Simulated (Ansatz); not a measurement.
## NbRu: two-dimensional strain map

Computed with DFT r2SCAN, scalar-relativistic, plane waves, PAW in Ansatz. The runs took a 500 eV cutoff, a Γ-centred 16×16×14 mesh and Gaussian smearing (0.15 eV). No spin polarisation. Energies are free energies at this smearing, counted from the undisturbed cell; pressure is positive in compression.

The undisturbed cell (as given, not relaxed at this level; it stands at 9.8 GPa, and it needn't be the usual structure):

```xyz
2
Lattice="3.0000 0.0000 0.0000 0.0000 3.0000 0.0000 0.0000 0.0000 3.3800" Properties=species:S:1:pos:R:3 pbc="T T T"
Nb    0.0000    0.0000    0.0000
Ru    1.5000    1.5000    1.6900
```

The cell is strained by p along both x and y and by q along z, fractional coordinates fixed. Points are written (p, q). At 10 GPa the given cell is far from its own equilibrium, so these figures belong to a strongly strained crystal.

Energy above the undisturbed cell in meV/atom (a dash: not computed):

| p \ q | -0.050 | -0.025 | 0.000 | 0.025 | 0.050 |
| --- | --- | --- | --- | --- | --- |
| -0.050 | 492.3 | 360.7 | 260.5 | 190.0 | 144.1 |
| -0.025 | 242.0 | 151.5 | 88.1 | 50.4 | 35.9 |
| 0.000 | 87.8 | 31.8 | 0.0 | -9.4 | 2.1 |
| 0.025 | 14.7 | -10.6 | -15.2 | -0.4 | 32.3 |
| 0.050 | 5.8 | 11.6 | 31.1 | 66.9 | 118.0 |

Pressure in GPa:

```
 p \ q  -0.050  -0.025  0.000  0.025  0.050
-0.050    70.0    57.2   45.6   35.4   26.3
-0.025    45.8    35.3   25.9   17.5   10.1
 0.000    26.1    17.5    9.8    3.1   -2.9
 0.025    10.2     3.1   -3.1   -8.5  -13.3
 0.050    -2.5    -8.3  -13.4  -17.7  -21.5
```